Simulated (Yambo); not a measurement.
**GaSe: sweep of GW parameters**

G0W0@PBEsol for GaSe (space group P6_3/mmc, No. 194) in Yambo. Reference settings: 3×3×1 Γ-centred k mesh, bands 21 to 315 and a 7 Ry block in the screening, 315 bands in G with the Bruneval-Gonze terminator, plasmon pole fitted at 27.2 eV. The PBEsol gap Γ → Γ on this mesh is 0.71 eV; G0W0 gaps are taken between the same points.

| change from the reference | G0W0 gap Γ → Γ (eV) | shift of the valence edge (eV) | rough Yambo cost |
|---|---|---|---|
| reference settings | 1.66 | -0.91 | 1 |
| 135 bands in W, 135 bands in G | 1.70 | -0.67 | about 1/3 |
| 212 bands in W, 212 bands in G | 1.67 | -0.83 | within a factor of two |
| 135 bands in G | 1.66 | -0.83 | – |
| 212 bands in G | 1.66 | -0.89 | – |
| 159 bands in W | 1.68 | -0.78 | within a factor of two |
| 1 Ry block | 2.01 | -0.52 | within a factor of two |
| 3 Ry block | 1.53 | -0.67 | within a factor of two |
| 6 Ry block | 1.65 | -0.90 | within a factor of two |
| pole fitted at 55 eV | 1.66 | -0.98 | – |
| no random integration | 1.64 | -0.82 | – |
| 212 bands in G, no terminator | 1.67 | -0.70 | – |
| 135 bands in G, no terminator | 1.66 | -0.43 | – |
| no terminator | 1.66 | -0.82 | – |

The reference isn't shown to be the converged limit. Costs are rough (shared machines), scaled to the same edge states, and given only for runs that recompute the screening.

Spin-orbit splittings are left out.

The standard potentials for Ga, Se keep a d shell in the valence without the s and p states of that shell. In tests on such compounds this moved G0W0 gaps by up to about 0.9 eV, so absolute quasiparticle energies here are unreliable; differences between settings are what counts.

Geometry relaxed with PBE+D3(BJ); primitive cell a = b = 3.7766 Å, c = 15.9318 Å, α = β = 90.00°, γ = 120.00°.

A shift is the quasiparticle energy of the state minus its PBEsol energy.
